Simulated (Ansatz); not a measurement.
**Calculated with Ansatz: CoCuCl, relaxation**

Run with:

```bash
ansatz run input.yaml --threads 2 --pin off --max-ram 2560MiB --backend cpu --events-out ev --progress --plain --runs-dir out
```

input.yaml:

```yaml
crystal:
  lattice:
    - [3.8203809, 0.0, 0.0]
    - [0.0, 3.36193535, 0.0]
    - [0.0, 0.0, 7.79357633]
  atoms:
    - { symbol: Cu, position: [0.0, 0.5, 0.097], spin: 1, spin_axis: [1.0, 0.0, 0.0] }
    - { symbol: Cu, position: [0.5, 0.0, 0.903], spin: 1, spin_axis: [1.0, 0.0, 0.0] }
    - { symbol: Co, position: [0.0, 0.0, 0.917], spin: 3, spin_axis: [1.0, 0.0, 0.0] }
    - { symbol: Co, position: [0.5, 0.5, 0.083], spin: 3, spin_axis: [1.0, 0.0, 0.0] }
    - { symbol: Cl, position: [0.0, 0.0, 0.305] }
    - { symbol: Cl, position: [0.5, 0.5, 0.695] }
kpoints:
  mp_grid: { grid: [5, 5, 3], shift: [0, 0, 0] }
magnetization:
  noncollinear: true
  spin_orbit: true
scf:
  occupations: { method: fermi_dirac }
  lower_state_search: "off"
hamiltonian:
  pseudopotentials: { kind: paw_fr }
  xc: pbe
basis:
  ecutwfc: 420
  fft_grid_basis: typed
relax:
  max_steps: 80
  cell: { p_target: 0.0 }
  f_tol: 0.03
output:
  forces: true
  stress: true
  eigenvalues: true
  bader: true
  populations: true
  elf: true
  write_potential: true
  volumetric_format: npy
  dos:
    e_range: [-12, 8]
    de: 0.05
    projected: { site_lists: { Cl: [Cl], Co: [Co], Cu: [Cu] } }
    method: { smearing: { sigma: 0.1, scheme: gaussian } }
checkpoint:
  read: saved_state
```

Origin of the cell: a known structure type with other elements, at an estimated volume, so it need not be a known compound.

The smearing width isn't typed, so it takes its default of 0.1 eV.

The saved state is a converged single point of the same cell. Its moments changed on the way.

Steps («new basis» is an SCF on plane waves selected anew at the same cell):

| step | ΔF (meV/atom) | max force component (eV/Å) | P (GPa) | volume (Å³) | SCF iterations | step was |
| --- | --- | --- | --- | --- | --- | --- |
| 1 | 0.0 | 2.867 | 39.54 | 100.10 | 17 | accepted |
| 2 | -417.5 | 2.161 | 24.22 | 106.61 | 13 | accepted |
| 3 | -691.1 | 1.506 | 12.83 | 113.38 | 14 | accepted |
| 4 | -949.9 | 1.590 | 2.25 | 122.19 | 20 | accepted |
| 5 | -1102.9 | 0.850 | -3.39 | 127.31 | 16 | accepted |
| 6 | -1158.2 | 0.604 | -2.81 | 121.67 | 13 | accepted |
| 7 | -1224.4 | 0.208 | -2.31 | 115.70 | 15 | accepted |
| 8 | -1269.6 | 0.118 | -1.87 | 112.72 | 12 | accepted |
| 9 | -1299.5 | 0.057 | -1.87 | 111.98 | 12 | accepted |
| 10 | -1314.8 | 0.209 | 0.32 | 106.24 | 13 | accepted |
| 11 | -1325.1 | 0.065 | 0.25 | 104.27 | 14 | accepted |
| 12 | -1342.5 | 0.165 | -0.08 | 104.21 | 13 | accepted |
| 13 | -1360.6 | 0.150 | -0.63 | 102.94 | 15 | accepted |
| 14 | -1367.7 | 0.067 | -0.19 | 100.48 | 13 | accepted |
| 15 | -1367.2 | 0.129 | 1.39 | 99.59 | 14 | rejected |
| 16 | -1369.1 | 0.016 | -0.19 | 101.28 | 19 | accepted |
| 17 | -1369.0 | 0.065 | 0.19 | 100.80 | 10 | rejected |
| 18 | -1369.2 | 0.008 | -0.01 | 101.04 | 18 | accepted |
| 19 | -1378.8 | 0.010 | 1.12 | 101.04 | 14 | new basis |
| 20 | -1381.1 | 0.033 | 0.61 | 102.38 | 14 | accepted |
| 21 | -1383.1 | 0.026 | 0.22 | 104.29 | 15 | accepted |
| 22 | -1384.4 | 0.009 | 0.09 | 106.62 | 15 | accepted |
| 23 | -1384.4 | 0.055 | -0.36 | 108.73 | 16 | accepted |
| 24 | -1384.6 | 0.025 | 0.14 | 108.22 | 11 | accepted |
| 25 | -1384.6 | 0.002 | 0.00 | 108.44 | 12 | accepted |
| 26 | -1385.7 | 0.002 | 0.02 | 108.44 | 15 | new basis |
| 27 | -1385.9 | 0.002 | 0.06 | 109.22 | 15 | accepted |
| 28 | -1385.9 | 0.003 | 0.05 | 111.26 | 18 | accepted |
| 29 | -1385.9 | 0.003 | 0.00 | 111.56 | 13 | accepted |
| 30 | -1385.9 | 0.001 | 0.00 | 111.90 | 16 | accepted |
| 31 | -1386.1 | 0.001 | -0.02 | 111.90 | 11 | new basis |

Step 1, with forces in eV/Å:

```xyz
6
Lattice="3.820 0.000 0.000 0.000 3.362 0.000 0.000 0.000 7.794" Properties=species:S:1:pos:R:3:forces:R:3 pbc="T T T" step=1
Cu    0.000    1.681    0.756    0.000    0.000    2.867
Cu    1.910    0.000    7.038    0.000    0.000   -2.867
Co    0.000    0.000    7.147    0.000    0.000   -1.523
Co    1.910    1.681    0.647    0.000    0.000    1.523
Cl    0.000    0.000    2.377    0.000    0.000    1.005
Cl    1.910    1.681    5.417    0.000    0.000   -1.005
```

Step 2, with forces in eV/Å:

```xyz
6
Lattice="4.006 0.000 0.000 0.000 3.381 0.000 0.000 0.000 7.871" Properties=species:S:1:pos:R:3:forces:R:3 pbc="T T T" step=2
Cu    0.000    1.691    0.803    0.000    0.000    2.161
Cu    2.003    0.000    7.068    0.000    0.000   -2.161
Co    0.000    0.000    7.201    0.000    0.000   -0.811
Co    2.003    1.691    0.670    0.000    0.000    0.811
Cl    0.000    0.000    2.428    0.000    0.000    0.611
Cl    2.003    1.691    5.443    0.000    0.000   -0.611
```

Step 3, with forces in eV/Å:

```xyz
6
Lattice="4.192 0.000 0.000 0.000 3.390 0.000 0.000 0.000 7.977" Properties=species:S:1:pos:R:3:forces:R:3 pbc="T T T" step=3
Cu    0.000    1.695    0.879    0.000    0.000    1.506
Cu    2.096    0.000    7.098    0.000    0.000   -1.506
Co    0.000    0.000    7.292    0.000    0.000   -0.029
Co    2.096    1.695    0.685    0.000    0.000    0.029
Cl    0.000    0.000    2.495    0.000    0.000    0.314
Cl    2.096    1.695    5.482    0.000    0.000   -0.314
```

Step 4, with forces in eV/Å:

```xyz
6
Lattice="4.383 0.000 0.000 0.000 3.348 0.000 0.000 0.000 8.327" Properties=species:S:1:pos:R:3:forces:R:3 pbc="T T T" step=4
Cu    0.000    1.674    1.110    0.000    0.000    1.590
Cu    2.192    0.000    7.216    0.000    0.000   -1.590
Co    0.000    0.000    7.791    0.000    0.000    1.120
Co    2.192    1.674    0.536    0.000    0.000   -1.120
Cl    0.000    0.000    2.698    0.000    0.000    0.019
Cl    2.192    1.674    5.629    0.000    0.000   -0.019
```

Step 5, with forces in eV/Å:

```xyz
6
Lattice="4.457 0.000 0.000 0.000 3.334 0.000 0.000 0.000 8.568" Properties=species:S:1:pos:R:3:forces:R:3 pbc="T T T" step=5
Cu    0.000    1.667    1.348    0.000    0.000    0.850
Cu    2.229    0.000    7.220    0.000    0.000   -0.850
Co    0.000    0.000    8.231    0.000    0.000    0.577
Co    2.229    1.667    0.337    0.000    0.000   -0.577
Cl    0.000    0.000    2.885    0.000    0.000   -0.020
Cl    2.229    1.667    5.683    0.000    0.000    0.020
```

Step 6, with forces in eV/Å:

```xyz
6
Lattice="4.395 0.000 0.000 0.000 3.282 0.000 0.000 0.000 8.434" Properties=species:S:1:pos:R:3:forces:R:3 pbc="T T T" step=6
Cu    0.000    1.641    1.452    0.000    0.000    0.604
Cu    2.197    0.000    6.982    0.000    0.000   -0.604
Co    0.000    0.000    8.164    0.000    0.000    0.342
Co    2.197    1.641    0.270    0.000    0.000   -0.342
Cl    0.000    0.000    2.992    0.000    0.000   -0.078
Cl    2.197    1.641    5.442    0.000    0.000    0.078
```

Step 7, with forces in eV/Å:

```xyz
6
Lattice="4.235 0.000 0.000 0.000 3.190 0.000 0.000 0.000 8.565" Properties=species:S:1:pos:R:3:forces:R:3 pbc="T T T" step=7
Cu    0.000    1.595    1.689    0.000    0.000   -0.208
Cu    2.117    0.000    6.876    0.000    0.000    0.208
Co    0.000    0.000    8.452    0.000    0.000   -0.129
Co    2.117    1.595    0.114    0.000    0.000    0.129
Cl    0.000    0.000    3.207    0.000    0.000    0.025
Cl    2.117    1.595    5.359    0.000    0.000   -0.025
```

Step 8, with forces in eV/Å:

```xyz
6
Lattice="4.044 0.000 0.000 0.000 3.172 0.000 0.000 0.000 8.789" Properties=species:S:1:pos:R:3:forces:R:3 pbc="T T T" step=8
Cu    0.000    1.586    1.732    0.000    0.000   -0.060
Cu    2.022    0.000    7.058    0.000    0.000    0.060
Co    0.000    0.000    8.693    0.000    0.000   -0.056
Co    2.022    1.586    0.096    0.000    0.000    0.056
Cl    0.000    0.000    3.275    0.000    0.000   -0.118
Cl    2.022    1.586    5.514    0.000    0.000    0.118
```

Step 9, with forces in eV/Å:

```xyz
6
Lattice="3.853 0.000 0.000 0.000 3.194 0.000 0.000 0.000 9.101" Properties=species:S:1:pos:R:3:forces:R:3 pbc="T T T" step=9
Cu    0.000    1.597    1.766    0.000    0.000   -0.001
Cu    1.926    0.000    7.335    0.000    0.000    0.001
Co    0.000    0.000    9.039    0.000    0.000   -0.057
Co    1.926    1.597    0.062    0.000    0.000    0.057
Cl    0.000    0.000    3.297    0.000    0.000    0.009
Cl    1.926    1.597    5.804    0.000    0.000   -0.009
```

Step 10, with forces in eV/Å:

```xyz
6
Lattice="3.667 0.000 0.000 0.000 3.191 0.000 0.000 0.000 9.081" Properties=species:S:1:pos:R:3:forces:R:3 pbc="T T T" step=10
Cu    0.000    1.595    1.778    0.000    0.000    0.209
Cu    1.833    0.000    7.303    0.000    0.000   -0.209
Co    0.000    0.000    9.016    0.000    0.000    0.178
Co    1.833    1.595    0.065    0.000    0.000   -0.178
Cl    0.000    0.000    3.319    0.000    0.000   -0.100
Cl    1.833    1.595    5.762    0.000    0.000    0.100
```

Step 12, with forces in eV/Å:

```xyz
6
Lattice="3.358 0.000 0.000 0.000 3.418 0.000 0.000 0.000 9.078" Properties=species:S:1:pos:R:3:forces:R:3 pbc="T T T" step=12
Cu    0.000    1.709    1.825    0.000    0.000    0.119
Cu    1.679    0.000    7.253    0.000    0.000   -0.119
Co    0.000    0.000    9.139    0.000    0.000    0.165
Co    1.679    1.709   -0.060    0.000    0.000   -0.165
Cl    0.000    0.000    3.248    0.000    0.000   -0.104
Cl    1.679    1.709    5.830    0.000    0.000    0.104
```

Step 13, with forces in eV/Å:

```xyz
6
Lattice="3.207 0.000 0.000 0.000 3.582 0.000 0.000 0.000 8.960" Properties=species:S:1:pos:R:3:forces:R:3 pbc="T T T" step=13
Cu    0.000    1.791    1.832    0.000    0.000    0.042
Cu    1.604    0.000    7.128    0.000    0.000   -0.042
Co    0.000    0.000    9.105    0.000    0.000    0.150
Co    1.604    1.791   -0.145    0.000    0.000   -0.150
Cl    0.000    0.000    3.168    0.000    0.000   -0.138
Cl    1.604    1.791    5.792    0.000    0.000    0.138
```

Step 14, with forces in eV/Å:

```xyz
6
Lattice="3.050 0.000 0.000 0.000 3.746 0.000 0.000 0.000 8.794" Properties=species:S:1:pos:R:3:forces:R:3 pbc="T T T" step=14
Cu    0.000    1.873    1.813    0.000    0.000   -0.062
Cu    1.525    0.000    6.982    0.000    0.000    0.062
Co    0.000    0.000    9.035    0.000    0.000    0.067
Co    1.525    1.873   -0.241    0.000    0.000   -0.067
Cl    0.000    0.000    3.037    0.000    0.000   -0.005
Cl    1.525    1.873    5.758    0.000    0.000    0.005
```

Step 16, with forces in eV/Å:

```xyz
6
Lattice="3.094 0.000 0.000 0.000 3.737 0.000 0.000 0.000 8.759" Properties=species:S:1:pos:R:3:forces:R:3 pbc="T T T" step=16
Cu    0.000    1.869    1.796    0.000    0.000   -0.016
Cu    1.547    0.000    6.963    0.000    0.000    0.016
Co    0.000    0.000    9.000    0.000    0.000   -0.004
Co    1.547    1.869   -0.241    0.000    0.000    0.004
Cl    0.000    0.000    3.024    0.000    0.000    0.004
Cl    1.547    1.869    5.736    0.000    0.000   -0.004
```

Step 19, with forces in eV/Å:

```xyz
6
Lattice="3.101 0.000 0.000 0.000 3.731 0.000 0.000 0.000 8.733" Properties=species:S:1:pos:R:3:forces:R:3 pbc="T T T" step=19
Cu    0.000    1.866    1.793    0.000    0.000   -0.010
Cu    1.550    0.000    6.940    0.000    0.000    0.010
Co    0.000    0.000    8.971    0.000    0.000   -0.004
Co    1.550    1.866   -0.238    0.000    0.000    0.004
Cl    0.000    0.000    3.025    0.000    0.000   -0.006
Cl    1.550    1.866    5.708    0.000    0.000    0.006
```

Step 20, with forces in eV/Å:

```xyz
6
Lattice="3.093 0.000 0.000 0.000 3.749 0.000 0.000 0.000 8.828" Properties=species:S:1:pos:R:3:forces:R:3 pbc="T T T" step=20
Cu    0.000    1.875    1.798    0.000    0.000   -0.033
Cu    1.547    0.000    7.030    0.000    0.000    0.033
Co    0.000    0.000    9.070    0.000    0.000    0.010
Co    1.547    1.875   -0.242    0.000    0.000   -0.010
Cl    0.000    0.000    3.024    0.000    0.000   -0.010
Cl    1.547    1.875    5.804    0.000    0.000    0.010
```

Step 21, with forces in eV/Å:

```xyz
6
Lattice="3.086 0.000 0.000 0.000 3.767 0.000 0.000 0.000 8.971" Properties=species:S:1:pos:R:3:forces:R:3 pbc="T T T" step=21
Cu    0.000    1.883    1.797    0.000    0.000   -0.026
Cu    1.543    0.000    7.174    0.000    0.000    0.026
Co    0.000    0.000    9.219    0.000    0.000    0.008
Co    1.543    1.883   -0.248    0.000    0.000   -0.008
Cl    0.000    0.000    3.019    0.000    0.000   -0.011
Cl    1.543    1.883    5.952    0.000    0.000    0.011
```

Step 23, with forces in eV/Å:

```xyz
6
Lattice="3.095 0.000 0.000 0.000 3.741 0.000 0.000 0.000 9.391" Properties=species:S:1:pos:R:3:forces:R:3 pbc="T T T" step=23
Cu    0.000    1.871    1.809    0.000    0.000    0.019
Cu    1.547    0.000    7.582    0.000    0.000   -0.019
Co    0.000    0.000    9.628    0.000    0.000    0.010
Co    1.547    1.871   -0.236    0.000    0.000   -0.010
Cl    0.000    0.000    3.064    0.000    0.000   -0.055
Cl    1.547    1.871    6.328    0.000    0.000    0.055
```

Step 24, with forces in eV/Å:

```xyz
6
Lattice="3.088 0.000 0.000 0.000 3.735 0.000 0.000 0.000 9.385" Properties=species:S:1:pos:R:3:forces:R:3 pbc="T T T" step=24
Cu    0.000    1.867    1.808    0.000    0.000   -0.004
Cu    1.544    0.000    7.577    0.000    0.000    0.004
Co    0.000    0.000    9.620    0.000    0.000    0.025
Co    1.544    1.867   -0.235    0.000    0.000   -0.025
Cl    0.000    0.000    3.054    0.000    0.000    0.013
Cl    1.544    1.867    6.331    0.000    0.000   -0.013
```

Step 31, with forces in eV/Å:

```xyz
6
Lattice="3.090 0.000 0.000 0.000 3.726 0.000 0.000 0.000 9.722" Properties=species:S:1:pos:R:3:forces:R:3 pbc="T T T" step=31
Cu    0.000    1.863    1.814    0.000    0.000   -0.001
Cu    1.545    0.000    7.908    0.000    0.000    0.001
Co    0.000    0.000    9.957    0.000    0.000    0.000
Co    1.545    1.863   -0.235    0.000    0.000    0.000
Cl    0.000    0.000    3.070    0.000    0.000    0.000
Cl    1.545    1.863    6.652    0.000    0.000    0.000
```

```
Free energy lowered by  : 1386.1 meV/atom
Volume change           : 11.79 %
Final pressure          : -0.02 GPa
Relaxation steps listed : 31
Total moment            : 4.22 μB
```

Caveats: no dispersion correction, so spacings can come out too large where layers or molecules are weakly bound; the k mesh is coarse if the cell is a metal; the magnetic state was chosen at the start cell and may not be the lowest after relaxing; the relaxation held the start's symmetry, so the end may be a saddle point.

It ran for 42 min on 2 threads of Arm Neoverse V1 (shared host), peak memory 1.1 GiB, from a saved density.
